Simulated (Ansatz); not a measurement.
Energy against total moment in Ni

Ni is taken as a measured crystal structure (space group Fm-3m), 1 atom in the cell. Source: COD entry 9012973; it may be a high-temperature, high-pressure or metastable form.

```
Ni
1.0
     0.00000    1.76595    1.76595
     1.76595    0.00000    1.76595
     1.76595    1.76595    0.00000
Ni
1
Direct
  0.00000 0.00000 0.00000
```

Atoms are numbered from 1 in the order listed.

These are results of Ansatz development build ahead of 0.2.0, DFT, PBE, PAW, plane waves, scalar-relativistic, not measurements.

```
Plane-wave cutoff : 420 eV
k-point mesh      : 13×13×13 (Γ-centred)
Occupations       : Fermi–Dirac smearing, 0.05 eV
```

Site moments are integrals over atomic spheres and don't add up to the total.

A small moment in a metal is sensitive to the mesh and the smearing.

Each run fixes N↑ − N↓ and starts with that moment spread in parallel over the Ni atoms; no search for lower states follows. F is the free energy per cell, and F(lowest) that of the lowest run, the runs with a free moment included. Each row is one local solution, which need not be the lowest state at that M. The run at M = 0 starts without moments and gives the spin-unpolarised solution. The cell holds one magnetic atom, so only parallel order fits; orders in a larger cell may lie lower.

The run at M = 0.95 μB took 1 s on 2 threads of Arm Neoverse V2, with other jobs on the host, peak memory 0.26 GiB.

```json
{"fixed M (μB/cell)": "0.00", "F − F(lowest) (meV/cell)": "58", "moments of Ni1 (μB)": "0.00"}
{"fixed M (μB/cell)": "0.24", "F − F(lowest) (meV/cell)": "48", "moments of Ni1 (μB)": "0.26"}
{"fixed M (μB/cell)": "0.48", "F − F(lowest) (meV/cell)": "19", "moments of Ni1 (μB)": "0.52"}
{"fixed M (μB/cell)": "0.71", "F − F(lowest) (meV/cell)": "?", "moments of Ni1 (μB)": "?"}
{"fixed M (μB/cell)": "0.95", "F − F(lowest) (meV/cell)": "61", "moments of Ni1 (μB)": "0.97"}
{"fixed M (μB/cell)": "1.19", "F − F(lowest) (meV/cell)": "220", "moments of Ni1 (μB)": "1.18"}
{"fixed M (μB/cell)": "1.43", "F − F(lowest) (meV/cell)": "485", "moments of Ni1 (μB)": "1.37"}
{"fixed M (μB/cell)": "1.67", "F − F(lowest) (meV/cell)": "?", "moments of Ni1 (μB)": "?"}
{"fixed M (μB/cell)": "1.91", "F − F(lowest) (meV/cell)": "1428", "moments of Ni1 (μB)": "1.74"}
```

Question: Fill in the row for M = 0.71 μB.

Answer: 6 meV; moments Ni1 0.75 μB.

Question: Fill in the row for M = 1.67 μB.

Answer: 877 meV; moments Ni1 1.55 μB.

Question: Where do runs with a free total moment end?

Answer: “usual moment, free total moment [Ni1 2.00 μB]” ends at 0.63 μB, 0 meV; “usual moment scaled by 0.1, free total moment [Ni1 0.20 μB]” ends at 0.63 μB, 0 meV.
